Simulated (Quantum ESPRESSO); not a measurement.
pw.x input (Quantum ESPRESSO 7.5; PBEsol, PseudoDojo standard norm-conserving files, scalar-relativistic):

```
&CONTROL
  calculation = 'scf'
  pseudo_dir = './pseudo'
  outdir = './out'
  tprnfor = .true.
  tstress = .true.
/
&SYSTEM
  ibrav = 0
  nat = 6
  ntyp = 3
  ecutwfc = 72.0
  ecutrho = 288.0
  occupations = 'smearing'
  smearing = 'fd'
  degauss = 0.002
  nbnd = 22
/
&ELECTRONS
  conv_thr = 6e-10
/
ATOMIC_SPECIES
H 1.0080 H.upf
Ca 40.0780 Ca.upf
Br 79.9040 Br.upf
CELL_PARAMETERS angstrom
  3.822294833000   0.000000000000   0.000000000000
  0.000000000000   3.822294833000   0.000000000000
  0.000000000000   0.000000000000   7.773672746000
ATOMIC_POSITIONS crystal
H   0.500000000000   0.500000000000   0.000000000000
H   0.000000000000   0.000000000000   0.000000000000
Ca   0.000000000000   0.500000000000   0.163497578700
Ca   0.500000000000   0.000000000000   0.836502421300
Br   0.000000000000   0.500000000000   0.668723608500
Br   0.500000000000   0.000000000000   0.331276391500
K_POINTS automatic
8 8 4 0 0 0
```

End of the output:

```

[...]
     the Fermi energy is     5.9939 ev
!    total energy              =    -220.33920769 Ry
     estimated scf accuracy    <          1.1E-10 Ry
     smearing contrib. (-TS)   =       0.00000000 Ry
     internal energy E=F+TS    =    -220.33920769 Ry
     The total energy is F=E-TS. E is the sum of the following terms:
     one-electron contribution =     -65.92690965 Ry
     hartree contribution      =      43.84359347 Ry
     xc contribution           =     -51.23689018 Ry
     ewald contribution        =    -147.01900133 Ry
     convergence has been achieved in  11 iterations
     Forces acting on atoms (cartesian axes, Ry/au):
     atom    1 type  1   force =     0.00000000    0.00000000    0.00000000
     atom    2 type  1   force =     0.00000000    0.00000000    0.00000000
     atom    3 type  2   force =     0.00000000    0.00000000    0.00169342
     atom    4 type  2   force =     0.00000000    0.00000000   -0.00169342
     atom    5 type  3   force =     0.00000000    0.00000000    0.00351336
     atom    6 type  3   force =     0.00000000    0.00000000   -0.00351336
     Total force =     0.005516     Total SCF correction =     0.000063
     Computing stress (Cartesian axis) and pressure
          total   stress  (Ry/bohr**3)                   (kbar)     P=       -3.14
  -0.00002622   0.00000000   0.00000000           -3.86        0.00        0.00
   0.00000000  -0.00002622   0.00000000            0.00       -3.86        0.00
   0.00000000   0.00000000  -0.00001169            0.00        0.00       -1.72
```
In a gapped system the printed Fermi energy is only some level inside the gap.

Spin-orbit coupling is not included.

Geometry relaxed with PBE+D3(BJ).
